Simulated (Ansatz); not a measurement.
TiB2:
```xyz
6
Lattice="0.0000 3.1033 4.0355 2.3099 0.0000 4.0355 2.3099 3.1033 0.0000" Properties=species:S:1:pos:R:3 pbc="T T T"
B      2.3099     3.9162     4.0355
B      2.3099     2.2904     4.0355
B      3.4649     3.8420     6.0533
B      3.4649     5.4678     6.0533
Ti     0.0000     0.0000     0.0000
Ti     1.1550     1.5516     2.0178
```

Relaxed with PBE. Special points in fractions of this cell's reciprocal vectors: Γ (0.000, 0.000, 0.000); Y (0.500, 0.000, 0.500); T (1.000, 0.500, 0.500); Z (0.500, 0.500, 0.000); Σ0 (0.000, 0.470, 0.470); U0 (1.000, 0.530, 0.530); C0 (0.500, 0.193, 0.693); A0 (0.500, 0.807, 0.307); L (0.500, 0.500, 0.500).

Task: List the band energies nearest the Fermi level at these points for plane-wave PAW PBE (Ansatz code).

Result: In eV from the Fermi level; about four levels below and three above (degenerate sets whole), none deeper than 8.9 eV; points with the same levels are listed once.

```json
[
 {"k": "Γ", "below": "-2.27 -1.91 -1.87 -1.56", "above": "0.71 2.38 2.56"},
 {"k": "Y", "below": "-2.04 -2.04 -1.79 -1.79", "above": "0.59 0.59 2.07 2.07"},
 {"k": "T", "below": "-1.17 -1.17 -0.95 -0.95", "above": "0.86 0.86 1.12 1.12"},
 {"k": "Z", "below": "-2.61 -2.61 -1.07 -1.07", "above": "0.67 0.67 1.39 1.39"},
 {"k": "Σ0", "below": "-1.42 -1.25 -0.90 -0.68", "above": "0.78 0.91 1.11"},
 {"k": "C0", "below": "-2.17 -2.17 -1.72 -1.72", "above": "1.26 1.26 2.36 2.36"},
 {"k": "L", "below": "-3.05 -2.66 -2.14 -1.20", "above": "0.27 0.74 1.02"}
]
```

Space group Fddd. A made-up cell: these elements were put on the sites of a structure type; neither database checked (COD, Materials Project) lists it. It is not the phase usual at ambient conditions (space group No. 191). The PBE relaxation kept the symmetry of its start; whether a distortion lowers the energy is not shown. The run is not spin-polarised.

Potentials: the later of the program's two PAW sets.
